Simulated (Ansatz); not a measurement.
Input file for Ansatz (an electronic-structure program):

Ansatz 0.2 input:
```yaml
crystal:
  lattice:
    - [3.9068264189, 0.0, 0.0]
    - [0.0, 3.9068264189, 0.0]
    - [0.0, 0.0, 3.9068264189]
  atoms:
    - { symbol: Sr, position: [0.0, 0.0, 0.0] }
    - { symbol: Ti, position: [0.5, 0.5, 0.5] }
    - { symbol: O, position: [0.0, 0.5, 0.5] }
    - { symbol: O, position: [0.5, 0.5, 0.0] }
    - { symbol: O, position: [0.5, 0.0, 0.5] }
kpoints:
  mp_grid: { grid: [6, 6, 6] }
hamiltonian:
  xc: r2scan
  pseudopotentials: { kind: paw }
scf:
  occupations: { method: fixed }
phonons:
  method: dfpt
  response_accuracy: low
  qmesh: [3, 3, 3]
  interpolated_qmesh: [14, 14, 14]
  dielectric: true
  rigid_motions: translations
  temperatures: { t_max: 1000, t_step: 50 }
  qpath:
    path:
      - [[0.0, 0.0, 0.0], [0.0, 0.5, 0.0], [0.5, 0.5, 0.0], [0.0, 0.0, 0.0], [0.5, 0.5, 0.5], [0.0, 0.5, 0.0]]  # Γ-X-M-Γ-R-X
      - [[0.5, 0.5, 0.5], [0.5, 0.5, 0.0]]  # R-M
    npoints: 13
```

Output (shortened):

```
Pseudopotential: Sr, paw, valence charge 10
Pseudopotential: Ti, paw, valence charge 12
Pseudopotential: O, paw, valence charge 6
Functional definition: r2SCAN
Crystal: 5 atoms, lattice volume = 59.631 Å³
Basis set: ecut = 500 eV, 1503 PW (Γ), exchange–correlation on 240×240×240 points (512 copies of the dense FFT grid, shifted against one another)
Bands: 25, of which v1, the nominal top of the filled ones, is band 20 counted from 1 (19 counted from 0)
Symmetry: 48 space group operations
k-points: 80 of 216 (irreducible under 2 space group operations, time reversal used)
SCF iter   1: F=—  HF=-7774.617706 eV  |F-HF|=—  |Δ(HF+E_count)|=         —  Δρ=2.01e-2  dr2=2.93e-1  dr2_τ=2.51e-1  ethr=1.77e-3  ⟨swp⟩=4.7  Hψ=8591  notcnv=0  defer=159
preconditioner: auto → Resta (q_TF=auto, 2.553 Å⁻¹)
SCF iter   2: F=—  HF=-7774.725112 eV  |F-HF|=—  |Δ(HF+E_count)|=   1.07e-1  Δρ=8.97e-3  dr2=2.13e-2  dr2_τ=1.36e-2  ethr=7.32e-4  ⟨swp⟩=2.9  Hψ=4551  notcnv=0  defer=117
SCF iter   3: F=—  HF=-7774.723148 eV  |F-HF|=—  |Δ(HF+E_count)|=   1.96e-3  Δρ=3.48e-3  dr2=3.82e-3  dr2_τ=3.79e-4  ethr=5.33e-5  ⟨swp⟩=2.0  Hψ=3052  notcnv=0  defer=195
SCF iter   4: F=—  HF=-7774.723042 eV  |F-HF|=—  |Δ(HF+E_count)|=   1.06e-4  Δρ=1.19e-3  dr2=4.75e-4  dr2_τ=9.17e-5  ethr=9.54e-6  ⟨swp⟩=2.1  Hψ=2871  notcnv=0  defer=219
SCF iter   5: F=—  HF=-7774.722989 eV  |F-HF|=—  |Δ(HF+E_count)|=   5.38e-5  Δρ=2.35e-4  dr2=2.30e-5  dr2_τ=2.07e-6  ethr=1.19e-6  ⟨swp⟩=2.0  Hψ=2785  notcnv=0  defer=217
SCF iter   6: F=—  HF=-7774.722988 eV  |F-HF|=—  |Δ(HF+E_count)|=   8.43e-7  Δρ=6.46e-5  dr2=2.82e-6  dr2_τ=2.07e-7  ethr=5.76e-8  ⟨swp⟩=2.2  Hψ=3194  notcnv=0  defer=90
SCF iter   7: F=—  HF=-7774.722991 eV  |F-HF|=—  |Δ(HF+E_count)|=   2.81e-6  Δρ=1.11e-5  dr2=7.41e-8  dr2_τ=1.02e-8  ethr=7.06e-9  ⟨swp⟩=2.2  Hψ=2878  notcnv=0  defer=87
SCF iter   8: F=—  HF=-7774.722991 eV  |F-HF|=—  |Δ(HF+E_count)|=   9.33e-9  Δρ=2.57e-6  dr2=3.59e-9  dr2_τ=1.59e-10  ethr=1.85e-10  ⟨swp⟩=2.3  Hψ=2974  notcnv=0  defer=87
SCF iter   9: F=-7774.722991 eV  HF=-7774.722991 eV  |F-HF|=6.37e-12  |Δ(HF+E_count)|=  4.97e-10  Δρ=2.16e-7  dr2=1.90e-11  dr2_τ=1.56e-12  ethr=1.00e-12  ⟨swp⟩=12.8  Hψ=15355  notcnv=0
SCF 1 converged in 9 iterations: F = -7774.722991 eV  dr2 = 1.90e-11
DFPT response loops at Γ: preconditioner auto → none (the input reference at scf.mixing.eps_inf says where Resta's filter doesn't serve); β = 0.50 …
── the response to a field inside a basis, on 8×8×8 k-points: an SCF that follows is theirs, and a resumed run solves both again ──
Crystal: 5 atoms, lattice volume = 59.631 Å³
Bands: 21, of which v1, the nominal top of the filled ones, is band 20 counted from 1 (19 counted from 0)
k-points: 20 of 512
SCF iter   1: F=—  HF=-7774.710807 eV  |F-HF|=—  |Δ(HF+E_count)|=         —  Δρ=1.52e-4  dr2=4.63e-6  dr2_τ=5.79e-6  ethr=1.00e-1
preconditioner: auto → Resta (q_TF=auto, 2.553 Å⁻¹)
SCF iter   2: F=—  HF=-7774.710815 eV  |F-HF|=—  |Δ(HF+E_count)|=   8.20e-6  Δρ=7.31e-5  dr2=5.12e-7  dr2_τ=7.37e-7  ethr=1.16e-8
SCF iter   3: F=—  HF=-7774.710817 eV  |F-HF|=—  |Δ(HF+E_count)|=   2.14e-6  Δρ=3.63e-5  dr2=2.76e-7  dr2_τ=1.38e-7  ethr=1.28e-9
SCF iter   4: F=-7774.710818 eV  HF=-7774.710818 eV  |F-HF|=2.38e-9  |Δ(HF+E_count)|=   6.21e-7  Δρ=3.86e-6  dr2=7.44e-9  dr2_τ=7.56e-10  ethr=6.91e-10
SCF 1 converged in 4 iterations: F = -7774.710818 eV  dr2 = 7.44e-9
DFPT response loops at Γ: mixed as the last ones told, above
NSCF: frozen V_eff on 20 k-points
NSCF: frozen V_eff on 192 k-points
DFPT response loops at q = (0, 0, 0.3333333333333333) (fractional): preconditioner auto → Resta (q_TF=auto, 2.553 Å⁻¹)  ε∞=5.2 (no band partly filled) …
NSCF: frozen V_eff on 288 k-points
DFPT response loops at q = (0, 0.3333333333333333, 0.3333333333333333) (fractional): mixed as the last ones told, above
NSCF: frozen V_eff on 432 k-points
DFPT response loops at q = (0.3333333333333333, 0.3333333333333333, 0.3333333333333333) (fractional): mixed as the last ones told, above
WARN: on the 14×14×14 q-mesh 30 entries of the irreducible table, 9.985e-2 modes per cell, the lowest at -93.02 cm⁻¹, stand at or below zero and are read as no …
SCF converged after 9 iterations
Free energy (F): -7774.722991 eV
Harris-Foulkes:  -7774.722991 eV  (|F-HF|=6.37e-12)
Internal energy: -7774.722991 eV  (E = F + TS)
E sigma→0 (E₀):  -7774.722991 eV
Fermi energy:    9.642683 eV
--- Per-component energies (eV) ---
  E_band       = -242.040513
  E_kinetic    = 1051.754564
  E_local      = -2383.605013  (includes V_loc(G=0)·N_el)
  E_nonlocal   = 344.407085
  E_hartree    = 834.117558
  E_xc         = -481.618702
  E_vxc        = -634.328955  (∫ρ·V_xc dr)
  E_paw        = -4249.336075  (= ΣΔE_a)
  E_vpaw       = -327.608991  (= ΣTr[D̂ρ^β])
  E_aug_tail   = 0.003481  (compensation charges beyond the density's cutoff)
  E_vtau       = 39.102073  (kinetic-family band-sum trace: ∫τ·v_τ [+ j·A + Jᵃ·Aᵃ] dr)
  E_ewald      = -2889.950574
  E_core_change = -0.495316  (= ΣΔE_core)
  E_smearing   =  0.000000  (= −TS)
  E_closure    =  0.000000  (closes the sum)
  Σ components = -7774.722991   (vs F -7774.722991, Δ=0.00e0)
  [band-id]    e_kinetic+e_local+e_nonlocal+2·e_hartree+e_vxc+e_vpaw+e_augmentation_tail+e_vtau = -242.040639   (vs E_band -242.040513, Δ=-1.26e-4)
--- Band table (eV; the first three rows and the last of 80) ---
  k-point 0: bands = ["-49.0457", "-24.2268", "-24.2268", "-24.2268", "-24.0984", "-8.7768", "-7.8171", "-7.8171", "-5.4762", "-5.4762", "-5.4762", "6.7571", "6.7571", "6.7571", "8.4311", "8.4311", "8.4311", "9.2761", "9.2761", "9.2761", "11.9034", "11.9034", …
  k-point 1: bands = ["-49.0453", "-24.2648", "-24.2261", "-24.2261", "-24.0737", "-8.7738", "-7.8080", "-7.7926", "-5.4642", "-5.4642", "-5.3374", "6.4006", "6.7446", "6.7446", "8.1155", "8.1155", "8.2140", "8.5240", "9.1284", "9.1284", "11.9408", "12.4525", …
  k-point 2: bands = ["-49.0446", "-24.3238", "-24.2245", "-24.2245", "-24.0409", "-8.8536", "-7.7898", "-7.6072", "-5.4401", "-5.4401", "-5.0928", "5.6254", "6.7385", "6.7385", "7.5287", "7.5555", "7.5555", "7.8298", "8.9557", "8.9557", "12.0181", "13.3717", …
  k-point 79: bands = ["-49.0416", "-24.2977", "-24.2977", "-24.2977", "-24.0373", "-7.4403", "-7.4403", "-7.4403", "-5.7350", "-5.7350", "-5.7350", "4.9345", "5.3495", "5.3495", "5.8676", "5.8676", "5.8676", "9.6427", "9.6427", "9.6427", "14.4905", …
--- Phonons (Γ-DFPT): 4 representative perturbations + reference, on 80 of 216 k-points (Σ response iterations 24) ---
  ASR residual: 5.041e-4 → 0.000e0 eV/Å²; symmetrization residual: 8.434e-5 eV/Å²
  ASR residual per site (eV/Å²): 5.00e-6 5.04e-4 3.30e-4 3.30e-4 3.30e-4
  Γ frequencies (cm⁻¹): -93.02 -93.02 -93.02 0.00 0.00 0.00 160.95 160.95 160.95 248.58 248.58 248.58 535.48 535.48 535.48
  ε∞ (high-frequency dielectric tensor):
        5.637113     0.000000     0.000000
        0.000000     5.637113     0.000000
        0.000000     0.000000     5.637113
  ε⁰ (static dielectric tensor): not given — an optical mode at Γ is not stable, and the ionic part, a sum over the modes at Γ, is formed only where all of …
  softest optical mode at Γ: -93.02 cm⁻¹; the repairs (sum rule, projections) moved no ω² at Γ by more than (5.21 cm⁻¹)²
  Born effective charges Z* (e; rows j = field, columns β = displacement):
    site 0:
         2.51714    0.00000    0.00000
         0.00000    2.51714    0.00000
         0.00000    0.00000    2.51714
    site 1:
         7.13778    0.00000    0.00000
         0.00000    7.13778    0.00000
         0.00000    0.00000    7.13778
    site 2:
        -5.67886    0.00000    0.00000
         0.00000   -1.98803    0.00000
         0.00000    0.00000   -1.98803
    site 3:
        -1.98803    0.00000    0.00000
         0.00000   -1.98803    0.00000
         0.00000    0.00000   -5.67886
    site 4:
        -1.98803    0.00000    0.00000
         0.00000   -5.67886    0.00000
         0.00000    0.00000   -1.98803
  Z* charge neutrality: 3.529e-3 e pre-enforcement
  solved inside a basis spanned on kpoints, on 8×8×8 k-points, its susceptibility summed on 10×10×10: ε∞ is read to err by 1.8e-2, Z* by 2.9e-2 e (field_mesh …
  optical modes at Γ without the LO–TO term, one row a degenerate level:
      ω (cm⁻¹)  modes    IR ((D/Å)²/amu)
        -93.02      3           215.5763
        160.95      3             2.0261
        248.58      3             0.0000
        535.48      3            34.7774
  optical modes at Γ + LO–TO along q̂ = [1.0000, 0.0000, 0.0000]:
      ω (cm⁻¹)  modes    IR ((D/Å)²/amu)
        -93.02      2           143.7175
        159.85      1             0.0046
        160.95      2             1.3507
        248.58      3             0.0000
        465.31      1             6.5599
        535.48      2            23.1850
        771.82      1            77.5621
  optical modes at Γ + LO–TO along q̂ = [0.0000, 1.0000, 0.0000]:
      ω (cm⁻¹)  modes    IR ((D/Å)²/amu)
        -93.02      2           143.7175
        159.85      1             0.0046
        160.95      2             1.3507
        248.58      3             0.0000
        465.31      1             6.5599
        535.48      2            23.1850
        771.82      1            77.5621
  optical modes at Γ + LO–TO along q̂ = [0.0000, 0.0000, 1.0000]:
      ω (cm⁻¹)  modes    IR ((D/Å)²/amu)
        -93.02      2           143.7175
        159.85      1             0.0046
        160.95      2             1.3507
        248.58      3             0.0000
        465.31      1             6.5599
        535.48      2            23.1850
        771.82      1            77.5621
  non-analytic LO–TO correction: the dipole-dipole term of the run's Born effective charges and high-frequency dielectric tensor (where they are solved with …
--- Phonons (arbitrary-q DFPT): 4 irreducible q on the 3×3×3 mesh ---
  q = [0.0000, 0.0000, 0.0000] (star 1, of the zone-centre solve; hermiticity 1.52e-5, symmetrization 3.76e-8): -93.02 -93.02 -93.02  0.00 0.00 0.00 160.95 160.95 160.95 248.58 248.58 248.58 535.48 535.48 535.48
  q = [0.0000, 0.0000, 0.3333] (star 6, 9 solved perturbations in 756 linear systems a pass and spin channel, the states on 96 of 216 k-point pairs; hermiticity 6.17e-6, symmetrization 4.68e-11): 53.42 53.42 119.87 119.87 153.40 162.22 162.22 255.64 279.78 …
  q = [0.0000, 0.3333, 0.3333] (star 12, 9 solved perturbations in 1116 linear systems a pass and spin channel, the states on 144 of 216 k-point pairs; hermiticity 8.49e-6, symmetrization 4.90e-11): 84.27 103.96 118.20 122.99 144.05 250.91 260.15 270.35 …
  q = [0.3333, 0.3333, 0.3333] (star 8, 4 solved perturbations in 594 linear systems a pass and spin channel, the states on 216 of 216 k-point pairs; hermiticity 9.75e-6, symmetrization 2.98e-11): 115.97 121.66 121.66 129.69 137.31 137.31 365.19 365.63 365.63 …
  sum rule: each row above includes the acoustic sum rule's correction from the zone centre's row sums; it moved no ω² by more than (2.37 cm⁻¹)²
  mesh force constants: q→R imaginary residual 1.68e-16; ASR residual 5.041e-4 → 0.000e0 eV/Å²; symmetrization residual 3.197e-14 eV/Å²
  interpolated dispersion: 81 rows × 15 modes
  density of states and harmonic sums: on the 14×14×14 q-mesh, interpolated from the force constants of a 3×3×3 supercell (with the dipole–dipole term)
  largest difference from the sums on the solved wave vectors: F 5.77e-3 eV, S 1.09e-5 and C_V 1.14e-5 eV/K
  zero-point energy: 0.292488 eV/cell   skipped modes (ω ≤ 0): 33, of them read as no rigid motion or as one in doubt …
```

Cost: very roughly 40 core-minutes on shared cores.

Space group Pm-3m (cubic perovskite). Symmetry was held in the r²SCAN relaxation. At this level the phase is dynamically unstable (imaginary phonons). The run is not spin-polarised. Scalar-relativistic: spin–orbit coupling is off unless named, which matters more the heavier the elements.

Potentials: the later of the program's two PAW sets.

Ansatz is a plane-wave DFT program.
